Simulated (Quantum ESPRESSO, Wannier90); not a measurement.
# Tight-binding from DFT: Li3BrO (anti-perovskite)

Materials Project entry mp-28593; symmetrised, unrelaxed at this level. COD (Crystallography Open Database) has an entry of this formula and space group (matched by these alone). Method: PBEsol plane waves in Quantum ESPRESSO 7.5 (PseudoDojo norm-conserving files, 68 Ry, spinors with spin-orbit coupling), Bloch states on a 6×6×6 mesh through Γ, Wannier90 4.0.1. Density: 8×8×8 mesh, Gaussian smearing 0.01 Ry.

On the energy scale of pw.x, whose zero is arbitrary, the valence-band maximum lies at 3.74 eV.

Input w.win:

```
num_bands = 16
num_wann = 16
exclude_bands = 1-6,23-68
spinors = true
num_iter = 1000
conv_tol = 1.0e-6
conv_window = 4
num_cg_steps = 100
write_hr = true
write_u_matrices = true
auto_projections = true
begin unit_cell_cart
ang
    3.9486400000    0.0000000000    0.0000000000
    0.0000000000    3.9486400000    0.0000000000
    0.0000000000    0.0000000000    3.9486400000
end unit_cell_cart
begin atoms_frac
Li   0.5000000000  0.0000000000  0.0000000000
Li   0.0000000000  0.5000000000  0.0000000000
Li   0.0000000000  0.0000000000  0.5000000000
Br   0.5000000000  0.5000000000  0.5000000000
O    0.0000000000  0.0000000000  0.0000000000
end atoms_frac
mp_grid = 6 6 6
begin kpoints
0.0000000000 0.0000000000 0.0000000000
0.0000000000 0.0000000000 0.1666666667
0.0000000000 0.0000000000 0.3333333333
... (213 more lines: the 6x6x6 mesh through Gamma)
end kpoints
```

Input of pw2wannier90.x that gives the overlap and projection files (equivalent; here they were cut from one run over all bands):

```
&inputpp
  outdir = './out'
  prefix = 'pwscf'
  seedname = 'w'
  write_amn = .true.
  write_mmn = .true.
  atom_proj = .true.
  atom_proj_exclude = 1 2 3 4 5 6 7 8 9 10 11 12
/
```

Output w.wout (banner and timings cut):

```
                                    ------
                                    SYSTEM
                                    ------

                              Lattice Vectors (Ang)
                    a_1     3.948640   0.000000   0.000000
                    a_2     0.000000   3.948640   0.000000
                    a_3     0.000000   0.000000   3.948640

                   Unit Cell Volume:      61.56624  (Ang^3)

                        Reciprocal-Space Vectors (Ang^-1)
                    b_1     1.591228   0.000000   0.000000
                    b_2     0.000000   1.591228   0.000000
                    b_3     0.000000   0.000000   1.591228

 *----------------------------------------------------------------------------*
 |   Site       Fractional Coordinate          Cartesian Coordinate (Ang)     |
 +----------------------------------------------------------------------------+
 | li   1   0.50000   0.00000   0.00000   |    1.97432   0.00000   0.00000    |
 | li   2   0.00000   0.50000   0.00000   |    0.00000   1.97432   0.00000    |
 | li   3   0.00000   0.00000   0.50000   |    0.00000   0.00000   1.97432    |
 | br   1   0.50000   0.50000   0.50000   |    1.97432   1.97432   1.97432    |
 | o    1   0.00000   0.00000   0.00000   |    0.00000   0.00000   0.00000    |
 *----------------------------------------------------------------------------*
                                ------------
                                K-POINT GRID
                                ------------

             Grid size =  6 x  6 x  6      Total points =  216

 *---------------------------------- MAIN ------------------------------------*
 |  Number of Wannier Functions               :                16             |
 |  Number of Objective Wannier Functions     :                16             |
 |  Number of input Bloch states              :                16             |
 |  Output verbosity (1=low, 5=high)          :                 1             |
 |  Timing Level (1=low, 5=high)              :                 1             |
 |  Optimisation (0=memory, 3=speed)          :                 3             |
 |  Length Unit                               :               Ang             |
 |  Post-processing setup (write *.nnkp)      :                 F             |
 |  Using Gamma-only branch of algorithms     :                 F             |
 *----------------------------------------------------------------------------*
 *------------------------------- WANNIERISE ---------------------------------*
 |  Total number of iterations                :              1000             |
 |  Number of CG steps before reset           :               100             |
 |  Trial step length for line search         :             2.000             |
 |  Convergence tolerence                     :         0.100E-05             |
 |  Convergence window                        :                 4             |
 |  Iterations between writing output         :                 1             |
 |  Iterations between backing up to disk     :               100             |
 |  Write r^2_nm to file                      :                 F             |
 |  Write xyz WF centres to file              :                 F             |
 |  Write on-site energies <0n|H|0n> to file  :                 F             |
 |  Use guiding centre to control phases      :                 F             |
 |  Use phases for initial projections        :                 F             |
 *----------------------------------------------------------------------------*
 *-------------------------------- PLOTTING ----------------------------------*
 |  Plotting Hamiltonian in WF basis          :                 T             |
 *----------------------------------------------------------------------------*

 *---------------------------------- K-MESH ----------------------------------*
 +----------------------------------------------------------------------------+
 |                    Distance to Nearest-Neighbour Shells                    |
 |                    ------------------------------------                    |
 |          Shell             Distance (Ang^-1)          Multiplicity         |
 |          -----             -----------------          ------------         |
 |             1                   0.265205                      6            |
 |             2                   0.375056                     12            |
 |             3                   0.459348                      8            |
 |             4                   0.530409                      6            |
 |             5                   0.593016                     24            |
 |             6                   0.649616                     24            |
 |             7                   0.750112                     12            |
 |             8                   0.795614                     30            |
       ... (lines left out)
 +----------------------------------------------------------------------------+
 | The b-vectors are chosen automatically                                     |
 | The following shells are used:                       1                     |
 +----------------------------------------------------------------------------+
 |                        Shell   # Nearest-Neighbours                        |
 |                        -----   --------------------                        |
 |                          1               6                                 |
 +----------------------------------------------------------------------------+
 | Completeness relation is fully satisfied [Eq. (B1), PRB 56, 12847 (1997)]  |
 +----------------------------------------------------------------------------+
 |                  b_k Vectors (Ang^-1) and Weights (Ang^2)                  |
 |                  ----------------------------------------                  |
 |            No.         b_k(x)      b_k(y)      b_k(z)        w_b           |
 |            ---        --------------------------------     --------        |
 |             1         0.000000    0.000000    0.265205     7.108989        |
 |             2         0.000000    0.265205    0.000000     7.108989        |
 |             3         0.265205    0.000000    0.000000     7.108989        |
 |             4         0.000000    0.000000   -0.265205     7.108989        |
 |             5         0.000000   -0.265205    0.000000     7.108989        |
 |             6        -0.265205    0.000000    0.000000     7.108989        |
 +----------------------------------------------------------------------------+
 |                           b_k Directions (Ang^-1)                          |
 |                           -----------------------                          |
 |            No.           x           y           z                         |
 |            ---        --------------------------------                     |
 |             1         0.000000    0.000000    0.265205                     |
 |             2         0.000000    0.265205    0.000000                     |
 |             3         0.265205    0.000000    0.000000                     |
 +----------------------------------------------------------------------------+

 Starting a new Wannier90 calculation ...

 Reading overlaps from w.mmn

 Reading projections from w.amn

 *------------------------------- WANNIERISE ---------------------------------*
 +--------------------------------------------------------------------+<-- CONV
 | Iter  Delta Spread     RMS Gradient      Spread (Ang^2)            |<-- CONV
 +--------------------------------------------------------------------+<-- CONV

 ------------------------------------------------------------------------------
 Initial State
  WF centre and spread    1  (  1.974320,  1.974320,  1.974320 )     0.95922367
  WF centre and spread    2  (  1.974320,  1.974320,  1.974320 )     0.95922367
  WF centre and spread    3  (  1.974320,  1.974320,  1.974320 )     1.72296753
  WF centre and spread    4  (  1.974320,  1.974320,  1.974320 )     1.72293444
  WF centre and spread    5  (  1.974320,  1.974320,  1.974320 )     1.72293444
  WF centre and spread    6  (  1.974320,  1.974320,  1.974320 )     1.72296753
  WF centre and spread    7  (  1.974320,  1.974320,  1.974320 )     1.64083638
  WF centre and spread    8  (  1.974320,  1.974320,  1.974320 )     1.64083638
  WF centre and spread    9  (  0.000000, -0.000000, -0.000000 )     0.55282334
  WF centre and spread   10  ( -0.000000, -0.000000, -0.000000 )     0.55282334
  WF centre and spread   11  ( -0.000000,  0.000000, -0.000000 )     1.09327305
  WF centre and spread   12  (  0.000000, -0.000000,  0.000000 )     1.09326507
  WF centre and spread   13  (  0.000000, -0.000000, -0.000000 )     1.09326507
  WF centre and spread   14  ( -0.000000, -0.000000, -0.000000 )     1.09327305
  WF centre and spread   15  ( -0.000000,  0.000000, -0.000000 )     1.08928869
  WF centre and spread   16  ( -0.000000, -0.000000,  0.000000 )     1.08928869
  Sum of centres and spreads ( 15.794560, 15.794560, 15.794560 )    19.74922434

      0     0.197E+02     0.0000000000       19.7492243005  <-- CONV
        O_D=      0.0028367 O_OD=      5.9597664 O_TOT=     19.7492243 <-- SPRD
 ------------------------------------------------------------------------------
      1    -0.224E+00     0.2259891154       19.5251764641  <-- CONV
        O_D=      0.0016386 O_OD=      5.7369167 O_TOT=     19.5251765 <-- SPRD
      2    -0.140E-01     0.1185521551       19.5112079238  <-- CONV
        O_D=      0.0015498 O_OD=      5.7230370 O_TOT=     19.5112079 <-- SPRD
      3    -0.389E-02     0.0597962580       19.5073186395  <-- CONV
        O_D=      0.0015889 O_OD=      5.7191086 O_TOT=     19.5073186 <-- SPRD
      4    -0.106E-02     0.0372386410       19.5062622375  <-- CONV
        O_D=      0.0016018 O_OD=      5.7180393 O_TOT=     19.5062622 <-- SPRD
      5    -0.112E-02     0.0270434044       19.5051429973  <-- CONV
        O_D=      0.0016432 O_OD=      5.7168787 O_TOT=     19.5051430 <-- SPRD
       ... (lines left out)
    100    -0.104E-02     0.0241605757       19.4903088655  <-- CONV
        O_D=      0.0019601 O_OD=      5.7017276 O_TOT=     19.4903089 <-- SPRD
       ... (lines left out)
    200    -0.142E-01     0.1062359165       18.0243524965  <-- CONV
        O_D=      0.0022351 O_OD=      4.2354962 O_TOT=     18.0243525 <-- SPRD
       ... (lines left out)
    300    -0.233E-01     0.1377986800       17.2090014249  <-- CONV
        O_D=      0.0025755 O_OD=      3.4198048 O_TOT=     17.2090014 <-- SPRD
       ... (lines left out)
    400    -0.437E-03     0.0176329071       16.7010447492  <-- CONV
        O_D=      0.0000552 O_OD=      2.9143684 O_TOT=     16.7010447 <-- SPRD
       ... (lines left out)
    500    -0.677E-06     0.0010182248       16.6960715430  <-- CONV
        O_D=      0.0000310 O_OD=      2.9094194 O_TOT=     16.6960715 <-- SPRD
       ... (lines left out)
    511    -0.723E-06     0.0007536740       16.6960517709  <-- CONV
        O_D=      0.0000310 O_OD=      2.9093996 O_TOT=     16.6960518 <-- SPRD
    512    -0.720E-06     0.0007536382       16.6960510506  <-- CONV
        O_D=      0.0000309 O_OD=      2.9093989 O_TOT=     16.6960511 <-- SPRD
    513    -0.928E-06     0.0007765407       16.6960501227  <-- CONV
        O_D=      0.0000309 O_OD=      2.9093980 O_TOT=     16.6960501 <-- SPRD
             <<<     Delta < 1.000E-06  over  4 iterations     >>>
             <<< Wannierisation convergence criteria satisfied >>>
 Final State
  WF centre and spread    1  (  2.186458,  2.185149,  2.366269 )     1.28227091
  WF centre and spread    2  (  2.213032,  2.223444,  2.327089 )     1.28073249
  WF centre and spread    3  (  2.057766,  1.490943,  1.983107 )     1.29046832
  WF centre and spread    4  (  2.157537,  2.164307,  1.558327 )     1.28362046
  WF centre and spread    5  (  2.128274,  2.119639,  1.530073 )     1.28558340
  WF centre and spread    6  (  1.491946,  2.055460,  2.012466 )     1.29037689
  WF centre and spread    7  (  2.058786,  1.493644,  2.025241 )     1.29022891
  WF centre and spread    8  (  1.490054,  2.051473,  1.988931 )     1.29055047
  WF centre and spread    9  (  0.183756,  0.124459, -0.269097 )     0.79934440
  WF centre and spread   10  ( -0.156457, -0.116376,  0.289015 )     0.79970669
  WF centre and spread   11  (  0.058353, -0.342161,  0.032240 )     0.80088134
  WF centre and spread   12  (  0.096184,  0.162222,  0.293185 )     0.80000028
  WF centre and spread   13  ( -0.183535, -0.096635, -0.280153 )     0.79968481
  WF centre and spread   14  (  0.019550,  0.347832,  0.011093 )     0.80124116
  WF centre and spread   15  (  0.321627, -0.132940, -0.019842 )     0.80049179
  WF centre and spread   16  ( -0.339791,  0.053892, -0.056028 )     0.80086786
  Sum of centres and spreads ( 15.783540, 15.784354, 15.791918 )    16.69605016

         Spreads (Ang^2)       Omega I      =    13.786621160
        ================       Omega D      =     0.000030930
                               Omega OD     =     2.909398033
    Final Spread (Ang^2)       Omega Total  =    16.696050123
```
